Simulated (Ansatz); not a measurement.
The following input was run with Ansatz 0.2.0.

```yaml
crystal:
  lattice:
    - [1.9035511273, -5.0010323409, 0.0]
    - [1.9035511273, 5.0010323409, 0.0]
    - [0.0, 0.0, 10.0118437311]
  atoms:
    - { symbol: Ta, position: [0.8002994801, 0.1997005199, 0.25] }
    - { symbol: Ta, position: [0.1997005199, 0.8002994801, 0.75] }
    - { symbol: Ta, position: [0.8661805936, 0.1338194064, 0.5594732437] }
    - { symbol: Ta, position: [0.1338194064, 0.8661805936, 0.0594732437] }
    - { symbol: Ta, position: [0.1338194064, 0.8661805936, 0.4405267563] }
    - { symbol: Ta, position: [0.8661805936, 0.1338194064, 0.9405267563] }
    - { symbol: "N", position: [0.2351415743, 0.7648584257, 0.25] }
    - { symbol: "N", position: [0.7648584257, 0.2351415743, 0.75] }
    - { symbol: "N", position: [0.9529890811, 0.0470109189, 0.1210925702] }
    - { symbol: "N", position: [0.0470109189, 0.9529890811, 0.6210925702] }
    - { symbol: "N", position: [0.0470109189, 0.9529890811, 0.8789074298] }
    - { symbol: "N", position: [0.9529890811, 0.0470109189, 0.3789074298] }
    - { symbol: "N", position: [0.6902871522, 0.3097128478, 0.0724784245] }
    - { symbol: "N", position: [0.3097128478, 0.6902871522, 0.5724784245] }
    - { symbol: "N", position: [0.3097128478, 0.6902871522, 0.9275215755] }
    - { symbol: "N", position: [0.6902871522, 0.3097128478, 0.4275215755] }
basis:
  ecutwfc: 420
kpoints:
  mp_grid: { grid: [8, 8, 4] }
hamiltonian:
  xc: pbesol
scf:
  occupations: { method: gaussian, width: 0.02 }
output:
  forces: true
  stress: true
  eigenvalues: true
relax:
  adjacent_minimum: "off"
  f_tol: 0.01
  max_steps: 30
  cell: { stress_tol: 0.1, fix: [volume] }
```

Launched with
```bash
ansatz run input.yaml --threads 4 --pin off --max-ram 10240MiB --backend cpu --events-out ev --progress --plain --runs-dir out
```

All numbers below come from DFT PBEsol, scalar-relativistic, plane waves, PAW (Ansatz).

From the run's log, abridged (iterations and final results):

```
SCF iter   1: F=—  HF=-62641.482061 eV  |F-HF|=—  |Δ(HF+E_count)|=         —  Δρ=1.19e-2  dr2=2.08e-1  ethr=1.77e-3  ⟨swp⟩=7.2  Hψ=19437  notcnv=0  defer=196
SCF iter   2: F=—  HF=-62641.435050 eV  |F-HF|=—  |Δ(HF+E_count)|=   4.70e-2  Δρ=3.82e-3  dr2=1.84e-2  ethr=1.63e-4  ⟨swp⟩=2.0  Hψ=8360  notcnv=0  defer=619
SCF iter   3: F=—  HF=-62641.433202 eV  |F-HF|=—  |Δ(HF+E_count)|=   1.85e-3  Δρ=2.07e-3  dr2=5.70e-3  ethr=1.44e-5  ⟨swp⟩=2.0  Hψ=6484  notcnv=0  defer=620
SCF iter   4: F=—  HF=-62641.432961 eV  |F-HF|=—  |Δ(HF+E_count)|=   2.41e-4  Δρ=3.46e-4  dr2=3.68e-4  ethr=4.45e-6  ⟨swp⟩=2.6  Hψ=8226  notcnv=0  defer=620
SCF iter   5: F=—  HF=-62641.433043 eV  |F-HF|=—  |Δ(HF+E_count)|=   8.21e-5  Δρ=2.22e-4  dr2=1.10e-4  ethr=2.87e-7  ⟨swp⟩=2.0  Hψ=6607  notcnv=0  defer=620
SCF iter   6: F=—  HF=-62641.433077 eV  |F-HF|=—  |Δ(HF+E_count)|=   3.31e-5  Δρ=6.69e-5  dr2=1.84e-5  ethr=8.63e-8  ⟨swp⟩=2.0  Hψ=6505  notcnv=0  defer=620
SCF iter   7: F=—  HF=-62641.433305 eV  |F-HF|=—  |Δ(HF+E_count)|=   2.28e-4  Δρ=2.08e-5  dr2=1.72e-6  ethr=1.44e-8  ⟨swp⟩=2.0  Hψ=6662  notcnv=0  defer=620
SCF iter   8: F=—  HF=-62641.433307 eV  |F-HF|=—  |Δ(HF+E_count)|=   2.04e-6  Δρ=8.00e-6  dr2=1.75e-7  ethr=1.34e-9  ⟨swp⟩=2.0  Hψ=6945  notcnv=0  defer=620
SCF iter   9: F=—  HF=-62641.433307 eV  |F-HF|=—  |Δ(HF+E_count)|=   1.51e-7  Δρ=7.33e-6  dr2=1.11e-7  ethr=7.81e-11  ⟨swp⟩=13.0  Hψ=23419  notcnv=0
SCF iter  10: F=-62641.433307 eV  HF=-62641.433307 eV  |F-HF|=1.40e-9  |Δ(HF+E_count)|=   1.04e-8  Δρ=1.19e-6  dr2=2.52e-9  ethr=7.81e-11  ⟨swp⟩=4.6  Hψ=14509  notcnv=0
SCF 1 converged in 10 iterations: F = -62641.433307 eV  dr2 = 2.52e-9
relax step   1: F+E_penalty+E_count = -62641.43330679 eV  Δ(F+E_penalty+E_count) = +0.000e0 eV  max|allowed force component| = 2.547e-1 eV/Å  Δτ_max = 0.0000 Å  P = +18.422 GPa  Ω = 190.620 Å³  fix = [volume]  reactions: volume +18.422 GPa (10 SCF iters, dr2 threshold 1.00e-7 eV, accepted)
Basis set: ecut = 420 eV, 3699 PW (Γ), exchange–correlation on 72×72×144 points (8 copies of the dense FFT grid, shifted against one another)
Initial density: handed on by an earlier stage of this run
Initial wavefunctions: those handed on with the density
SCF iter   1: F=—  HF=-62641.443646 eV  |F-HF|=—  |Δ(HF+E_count)|=         —  Δρ=2.04e-3  dr2=5.85e-3  ethr=4.66e-6  ⟨swp⟩=4.3  Hψ=20779  notcnv=0  defer=4
SCF iter   2: F=—  HF=-62641.442405 eV  |F-HF|=—  |Δ(HF+E_count)|=   1.24e-3  Δρ=9.50e-4  dr2=1.16e-3  ethr=4.57e-6  ⟨swp⟩=2.0  Hψ=7528  notcnv=0
SCF iter   3: F=—  HF=-62641.442408 eV  |F-HF|=—  |Δ(HF+E_count)|=   2.70e-6  Δρ=4.33e-4  dr2=2.63e-4  ethr=9.08e-7  ⟨swp⟩=2.5  Hψ=6922  notcnv=0
SCF iter   4: F=—  HF=-62641.442350 eV  |F-HF|=—  |Δ(HF+E_count)|=   5.77e-5  Δρ=5.76e-5  dr2=5.77e-6  ethr=2.06e-7  ⟨swp⟩=2.0  Hψ=7096  notcnv=0
SCF iter   5: F=—  HF=-62641.442352 eV  |F-HF|=—  |Δ(HF+E_count)|=   1.74e-6  Δρ=3.56e-5  dr2=2.53e-6  ethr=1.25e-9  ⟨swp⟩=10.8  Hψ=28241  notcnv=0
SCF iter   6: F=-62641.442351 eV  HF=-62641.442351 eV  |F-HF|=2.64e-8  |Δ(HF+E_count)|=   3.29e-7  Δρ=8.41e-6  dr2=1.90e-7  ethr=1.25e-9  ⟨swp⟩=5.0  Hψ=16594  notcnv=0
the search or the solves at the SCF's close seem to have found levels that the self-consistency loop had missed (the run counts 2). By its estimate they hold under 1e-12 electrons; where the run keeps them, the occupations were computed again with them
SCF 2 converged in 6 iterations: F = -62641.442351 eV  dr2 = 1.90e-7
relax step   2: F+E_penalty+E_count = -62641.44235132 eV  Δ(F+E_penalty+E_count) = -9.045e-3 eV  max|allowed force component| = 4.654e-2 eV/Å  Δτ_max = 0.0131 Å  P = +17.879 GPa  Ω = 190.620 Å³  energy of the carried Pulay correction = +2.107e-16 eV  fix = [volume]  reactions: volume +17.879 GPa (6 SCF iters, dr2 threshold 1.60e-6 eV, accepted)
Basis set: ecut = 420 eV, 3703 PW (Γ), exchange–correlation on 72×72×144 points (8 copies of the dense FFT grid, shifted against one another)
SCF iter   1: F=—  HF=-62641.443495 eV  |F-HF|=—  |Δ(HF+E_count)|=         —  Δρ=5.03e-4  dr2=2.32e-4  ethr=2.00e-7  ⟨swp⟩=3.5  Hψ=21754  notcnv=0  defer=1
SCF iter   2: F=—  HF=-62641.443453 eV  |F-HF|=—  |Δ(HF+E_count)|=   4.15e-5  Δρ=2.69e-4  dr2=6.90e-5  ethr=1.81e-7  ⟨swp⟩=1.0  Hψ=5040  notcnv=0
SCF iter   3: F=—  HF=-62641.443444 eV  |F-HF|=—  |Δ(HF+E_count)|=   9.75e-6  Δρ=4.63e-5  dr2=4.18e-6  ethr=5.39e-8  ⟨swp⟩=2.1  Hψ=7062  notcnv=0
SCF iter   4: F=—  HF=-62641.443443 eV  |F-HF|=—  |Δ(HF+E_count)|=   1.98e-7  Δρ=2.00e-5  dr2=1.07e-6  ethr=5.06e-10  ⟨swp⟩=12.3  Hψ=28442  notcnv=0
SCF iter   5: F=-62641.443443 eV  HF=-62641.443443 eV  |F-HF|=1.87e-8  |Δ(HF+E_count)|=   5.48e-8  Δρ=5.63e-6  dr2=1.05e-7  ethr=5.06e-10  ⟨swp⟩=4.1  Hψ=15319  notcnv=0
SCF 3 converged in 5 iterations: F = -62641.443443 eV  dr2 = 1.05e-7
relax step   3: F+E_penalty+E_count = -62641.44344327 eV  Δ(F+E_penalty+E_count) = -1.092e-3 eV  max|allowed force component| = 3.461e-2 eV/Å  Δτ_max = 0.0031 Å  P = +17.871 GPa  Ω = 190.620 Å³  energy of the carried Pulay correction = +2.107e-16 eV  fix = [volume]  reactions: volume +17.871 GPa (5 SCF iters, dr2 threshold 6.48e-7 eV, accepted)
Basis set: ecut = 420 eV, 3711 PW (Γ), exchange–correlation on 72×72×144 points (8 copies of the dense FFT grid, shifted against one another)
SCF iter   1: F=—  HF=-62641.443131 eV  |F-HF|=—  |Δ(HF+E_count)|=         —  Δρ=7.89e-4  dr2=6.96e-4  ethr=5.49e-7  ⟨swp⟩=3.5  Hψ=19303  notcnv=0  defer=8
SCF iter   2: F=—  HF=-62641.442981 eV  |F-HF|=—  |Δ(HF+E_count)|=   1.50e-4  Δρ=3.96e-4  dr2=1.47e-4  ethr=5.44e-7  ⟨swp⟩=2.2  Hψ=6934  notcnv=0
SCF iter   3: F=—  HF=-62641.442937 eV  |F-HF|=—  |Δ(HF+E_count)|=   4.38e-5  Δρ=7.28e-5  dr2=8.87e-6  ethr=1.15e-7  ⟨swp⟩=2.0  Hψ=7107  notcnv=0
SCF iter   4: F=—  HF=-62641.443166 eV  |F-HF|=—  |Δ(HF+E_count)|=   2.29e-4  Δρ=2.62e-5  dr2=1.15e-6  ethr=6.93e-9  ⟨swp⟩=2.0  Hψ=7560  notcnv=0
SCF iter   5: F=—  HF=-62641.443166 eV  |F-HF|=—  |Δ(HF+E_count)|=   2.00e-8  Δρ=6.97e-6  dr2=1.56e-7  ethr=9.02e-10  ⟨swp⟩=2.0  Hψ=7205  notcnv=0
SCF iter   6: F=-62641.443166 eV  HF=-62641.443166 eV  |F-HF|=4.34e-9  |Δ(HF+E_count)|=   3.73e-8  Δρ=3.65e-6  dr2=3.04e-8  ethr=1.07e-10  ⟨swp⟩=11.3  Hψ=24609  notcnv=0
SCF 4 converged in 6 iterations: F = -62641.443166 eV  dr2 = 3.04e-8
relax step   4: F+E_penalty+E_count = -62641.44316579 eV  Δ(F+E_penalty+E_count) = +2.775e-4 eV  max|allowed force component| = 9.759e-2 eV/Å  Δτ_max = 0.0048 Å  P = +17.855 GPa  Ω = 190.620 Å³  energy of the carried Pulay correction = +4.215e-16 eV  fix = [volume]  (6 SCF iters, dr2 threshold 1.37e-7 eV, rejected (line search))
SCF iter   1: F=—  HF=-62641.443650 eV  |F-HF|=—  |Δ(HF+E_count)|=         —  Δρ=5.46e-4  dr2=3.89e-4  ethr=3.19e-7  ⟨swp⟩=2.3  Hψ=16905  notcnv=0
SCF iter   2: F=—  HF=-62641.443568 eV  |F-HF|=—  |Δ(HF+E_count)|=   8.11e-5  Δρ=2.64e-4  dr2=7.64e-5  ethr=3.04e-7  ⟨swp⟩=2.3  Hψ=6843  notcnv=0
SCF iter   3: F=—  HF=-62641.443548 eV  |F-HF|=—  |Δ(HF+E_count)|=   2.02e-5  Δρ=7.65e-5  dr2=7.78e-6  ethr=5.97e-8  ⟨swp⟩=2.0  Hψ=6879  notcnv=0
SCF iter   4: F=—  HF=-62641.443780 eV  |F-HF|=—  |Δ(HF+E_count)|=   2.31e-4  Δρ=1.94e-5  dr2=1.01e-6  ethr=6.08e-9  ⟨swp⟩=2.0  Hψ=7560  notcnv=0
SCF iter   5: F=—  HF=-62641.443779 eV  |F-HF|=—  |Δ(HF+E_count)|=   1.25e-8  Δρ=6.51e-6  dr2=1.06e-7  ethr=7.92e-10  ⟨swp⟩=2.4  Hψ=7415  notcnv=0
SCF iter   6: F=—  HF=-62641.443780 eV  |F-HF|=—  |Δ(HF+E_count)|=   3.18e-8  Δρ=3.91e-6  dr2=3.83e-8  ethr=8.25e-11  ⟨swp⟩=2.0  Hψ=7479  notcnv=0
SCF iter   7: F=—  HF=-62641.443780 eV  |F-HF|=—  |Δ(HF+E_count)|=   1.07e-9  Δρ=1.32e-6  dr2=4.95e-9  ethr=2.99e-11  ⟨swp⟩=2.0  Hψ=7347  notcnv=0
SCF iter   8: F=-62641.443780 eV  HF=-62641.443780 eV  |F-HF|=5.09e-10  |Δ(HF+E_count)|=   3.73e-9  Δρ=3.19e-7  dr2=3.84e-10  ethr=1.00e-12  ⟨swp⟩=9.1  Hψ=26772  notcnv=0
SCF 5 converged in 8 iterations: F = -62641.443780 eV  dr2 = 3.84e-10
relax step   5: F+E_penalty+E_count = -62641.44377953 eV  Δ(F+E_penalty+E_count) = -3.363e-4 eV  max|allowed force component| = 1.555e-2 eV/Å  Δτ_max = 0.0018 Å  P = +17.863 GPa  Ω = 190.620 Å³  energy of the carried Pulay correction = +4.215e-16 eV  fix = [volume]  reactions: volume +17.863 GPa (8 SCF iters, accepted)
SCF iter   1: F=—  HF=-62641.443819 eV  |F-HF|=—  |Δ(HF+E_count)|=         —  Δρ=1.15e-4  dr2=1.49e-5  ethr=1.18e-8  ⟨swp⟩=2.8  Hψ=18001  notcnv=0
SCF iter   2: F=—  HF=-62641.443813 eV  |F-HF|=—  |Δ(HF+E_count)|=   6.30e-6  Δρ=5.79e-5  dr2=3.29e-6  ethr=1.16e-8  ⟨swp⟩=2.0  Hψ=7034  notcnv=0
SCF iter   3: F=—  HF=-62641.443812 eV  |F-HF|=—  |Δ(HF+E_count)|=   8.13e-7  Δρ=8.41e-6  dr2=1.20e-7  ethr=2.57e-9  ⟨swp⟩=2.0  Hψ=6999  notcnv=0
SCF iter   4: F=—  HF=-62641.443812 eV  |F-HF|=—  |Δ(HF+E_count)|=   3.84e-9  Δρ=3.91e-6  dr2=3.60e-8  ethr=1.18e-11  ⟨swp⟩=10.5  Hψ=26018  notcnv=0
SCF iter   5: F=-62641.443812 eV  HF=-62641.443812 eV  |F-HF|=1.44e-9  |Δ(HF+E_count)|=   5.44e-9  Δρ=1.31e-6  dr2=4.47e-9  ethr=1.18e-11  ⟨swp⟩=4.9  Hψ=16099  notcnv=0
SCF 6 converged in 5 iterations: F = -62641.443812 eV  dr2 = 4.47e-9
relax step   6: F+E_penalty+E_count = -62641.44381181 eV  Δ(F+E_penalty+E_count) = -3.228e-5 eV  max|allowed force component| = 3.602e-3 eV/Å  Δτ_max = 0.0007 Å  P = +17.855 GPa  Ω = 190.620 Å³  energy of the carried Pulay correction = +2.107e-16 eV  fix = [volume]  reactions: volume +17.855 GPa (5 SCF iters, dr2 threshold 1.51e-8 eV, accepted)
Initial wavefunctions: pseudopotential atomic-orbital guess (no wavefunctions were taken with the density)
SCF iter   1: F=—  HF=-62641.443447 eV  |F-HF|=—  |Δ(HF+E_count)|=         —  Δρ=6.05e-5  dr2=1.83e-7  ethr=3.95e-8  ⟨swp⟩=4.5  Hψ=38049  notcnv=0
SCF iter   2: F=—  HF=-62641.443713 eV  |F-HF|=—  |Δ(HF+E_count)|=   2.66e-4  Δρ=3.08e-5  dr2=4.88e-8  ethr=1.43e-10  ⟨swp⟩=2.5  Hψ=8424  notcnv=0
SCF iter   3: F=—  HF=-62641.443726 eV  |F-HF|=—  |Δ(HF+E_count)|=   1.25e-5  Δρ=1.02e-6  dr2=1.78e-9  ethr=3.81e-11  ⟨swp⟩=2.0  Hψ=7201  notcnv=0
SCF iter   4: F=-62641.443726 eV  HF=-62641.443726 eV  |F-HF|=2.69e-10  |Δ(HF+E_count)|=  8.95e-10  Δρ=3.43e-7  dr2=2.06e-10  ethr=1.00e-12  ⟨swp⟩=6.8  Hψ=19404  notcnv=0
SCF 7 converged in 4 iterations: F = -62641.443726 eV  dr2 = 2.06e-10
SCF converged after 4 iterations
Free energy (F): -62641.443726 eV
Harris-Foulkes:  -62641.443726 eV  (|F-HF|=2.69e-10)
Internal energy: -62641.443726 eV  (E = F + TS)
E sigma→0 (E₀):  -62641.443726 eV
Fermi energy:    13.543107 eV
--- Per-component energies (eV) ---
  E_band       = -873.063376
  E_kinetic    = 3524.958523
  E_local      = -7209.878370  (includes V_loc(G=0)·N_el)
  E_nonlocal   = 569.325280
  E_hartree    = 2561.963121
  E_xc         = -1903.392685
  E_vxc        = -1990.642625  (∫ρ·V_xc dr)
  E_paw        = -50866.424499  (= ΣΔE_a)
  E_vpaw       = -890.754608  (= ΣTr[D̂ρ^β])
  E_aug_tail   = 0.001625  (compensation charges beyond the density's cutoff)
  E_ewald      = -9319.559589
  E_core_change = 1.562867  (= ΣΔE_core)
  E_smearing   =  0.000000  (= −TS)
--- Forces (eV/Å), atoms counted from 1 ---
  atom   1  Ta     0.00000000    -0.00286581     0.00000000
  atom   2  Ta     0.00000000     0.00286581     0.00000000
  atom   3  Ta     0.00000000    -0.00271427    -0.00365188
  atom   4  Ta     0.00000000     0.00271427    -0.00365188
  atom   5  Ta     0.00000000     0.00271427     0.00365188
  atom   6  Ta     0.00000000    -0.00271427     0.00365188
  atom   7  N      0.00000000    -0.00345441     0.00000000
  atom   8  N      0.00000000     0.00345441     0.00000000
  atom   9  N      0.00000000     0.00135313    -0.00067513
  atom  10  N      0.00000000    -0.00135313    -0.00067513
  atom  11  N      0.00000000    -0.00135313     0.00067513
  atom  12  N      0.00000000     0.00135313     0.00067513
  atom  13  N      0.00000000     0.00245773     0.00055731
  atom  14  N      0.00000000    -0.00245773     0.00055731
  atom  15  N      0.00000000    -0.00245773    -0.00055731
  atom  16  N      0.00000000     0.00245773    -0.00055731
--- Stress (GPa, compression-positive) ---
       17.884353       0.000000       0.000000
        0.000000      17.832854       0.000000
        0.000000       0.000000      17.846176
  P = ⅓ Tr σ = 17.8545 GPa (178.545 kbar)
--- Band table (eV; the first three rows and the last of 63) ---
  k-point 0: bands = ["-54.8580", "-54.8565", "-54.6698", "-54.6687", "-54.6355", "-54.6351", "-21.7626", "-21.7468", "-21.6980", "-21.5449", "-21.5214", "-21.5206", "-21.5183", "-21.4791", "-21.3435", "-21.3235", "-21.2992", "-21.2854", "-21.2663", "-21.2654", "-21.2625", "-21.1943", "-21.1281", "-21.0943", "-2.9559", "-1.9745", "-1.7801", "-1.1525", "-1.0665", "-0.9684", "-0.3529", "-0.1243", "0.1135", "0.1485", "6.7360", "7.1841", "7.5892", "7.7779", "7.7889", "8.0018", "8.0535", "8.1683", "8.3081", "8.4487", "8.4504", "8.4759", "8.8170", "8.9887", "9.1113", "9.4490", "9.7586", "9.8700", "10.2180", "10.4863", "11.0610", "11.1534", "11.4634", "11.8355", "11.8931", "12.0259", "12.0659", "12 ...
  k-point 1: bands = ["-54.8578", "-54.8567", "-54.6697", "-54.6688", "-54.6354", "-54.6352", "-21.7597", "-21.7490", "-21.6860", "-21.5864", "-21.5418", "-21.5253", "-21.4756", "-21.4737", "-21.3381", "-21.3090", "-21.3031", "-21.2787", "-21.2674", "-21.2668", "-21.2620", "-21.2028", "-21.1257", "-21.1030", "-2.8690", "-2.2729", "-1.5640", "-1.2485", "-0.9881", "-0.9422", "-0.3128", "-0.0632", "-0.0051", "0.1590", "6.8490", "7.1673", "7.4768", "7.6953", "7.8017", "7.8610", "7.9480", "8.1348", "8.2482", "8.5171", "8.5989", "8.6430", "8.7441", "8.9418", "9.2471", "9.2939", "9.6988", "9.8930", "10.3869", "10.8395", "11.1474", "11.1906", "11.5342", "11.6969", "11.8881", "11.9278", "12.1948", "1 ...
  k-point 2: bands = ["-54.8572", "-54.8572", "-54.6692", "-54.6692", "-54.6353", "-54.6353", "-21.7541", "-21.7541", "-21.6477", "-21.6477", "-21.5339", "-21.5339", "-21.4661", "-21.4661", "-21.3247", "-21.3247", "-21.2788", "-21.2788", "-21.2713", "-21.2713", "-21.2330", "-21.2330", "-21.1176", "-21.1176", "-2.6242", "-2.6242", "-1.3839", "-1.3839", "-0.9288", "-0.9288", "-0.1817", "-0.1817", "0.0682", "0.0682", "7.1028", "7.1028", "7.3875", "7.3875", "7.8654", "7.8654", "7.9338", "7.9338", "8.4186", "8.4186", "8.6402", "8.6402", "8.9024", "8.9024", "9.4361", "9.4361", "9.5324", "9.5324", "11.0176", "11.0176", "11.1888", "11.1888", "11.7033", "11.7033", "11.8019", "11.8019", "12.1268", "12 ...
  k-point 62: bands = ["-54.8571", "-54.8571", "-54.6577", "-54.6577", "-54.6471", "-54.6471", "-21.7545", "-21.7545", "-21.5449", "-21.5449", "-21.5399", "-21.5399", "-21.5204", "-21.5204", "-21.3555", "-21.3555", "-21.3514", "-21.3514", "-21.2380", "-21.2380", "-21.1733", "-21.1733", "-21.1529", "-21.1529", "-2.1835", "-2.1835", "-1.5238", "-1.5238", "-1.0089", "-1.0089", "-0.5468", "-0.5468", "0.1547", "0.1547", "7.0001", "7.0001", "7.3298", "7.3298", "7.6691", "7.6691", "7.9080", "7.9080", "8.5590", "8.5590", "8.7949", "8.7949", "8.8501", "8.8501", "9.9821", "9.9821", "10.5660", "10.5660", "10.6428", "10.6428", "10.7071", "10.7071", "11.1831", "11.1831", "11.4894", "11.4894", "11.6713",  ...
--- Relaxed structure (6 steps of the walk, 5 accepted, 1 SCFs on fresh bases) ---
  F+E_penalty+E_count = -62641.44372577 eV   max|allowed force component| = 3.652e-3 eV/Å   (the final SCF, on the basis selected at the relaxed cell)
  cell:  # Å, volume = 190.6199 Å³
    - [1.90860015, -4.99649174, 0.0]
    - [1.90860015, 4.99649174, 0.0]
    - [0.0, 0.0, 9.99443257]
  atoms:
    - { symbol: Ta, position: [0.79910620, 0.20089379, 0.25] }
    - { symbol: Ta, position: [0.20089379, 0.79910620, 0.75] }
    - { symbol: Ta, position: [0.86606541, 0.13393458, 0.55951027] }
    - { symbol: Ta, position: [0.13393458, 0.86606541, 0.05951027] }
    - { symbol: Ta, position: [0.13393458, 0.86606541, 0.44048972] }
    - { symbol: Ta, position: [0.86606541, 0.13393458, 0.94048972] }
    - { symbol: N, position: [0.23453317, 0.76546682, 0.25] }
    - { symbol: N, position: [0.76546682, 0.23453317, 0.75] }
    - { symbol: N, position: [0.95295797, 0.04704202, 0.12231019] }
    - { symbol: N, position: [0.04704202, 0.95295797, 0.62231019] }
    - { symbol: N, position: [0.04704202, 0.95295797, 0.87768980] }
    - { symbol: N, position: [0.95295797, 0.04704202, 0.37768980] }
    - { symbol: N, position: [0.68905852, 0.31094147, 0.07161076] }
    - { symbol: N, position: [0.31094147, 0.68905852, 0.57161076] }
    - { symbol: N, position: [0.31094147, 0.68905852, 0.92838923] }
    - { symbol: N, position: [0.68905852, 0.31094147, 0.42838923] }
```

The relaxation met its thresholds.

Time: 2 min on 4 threads of Arm Neoverse V2, with other jobs on the host, peak memory 1.1 GiB.

Spin–orbit coupling is left out, which can shift energies with elements as heavy as these.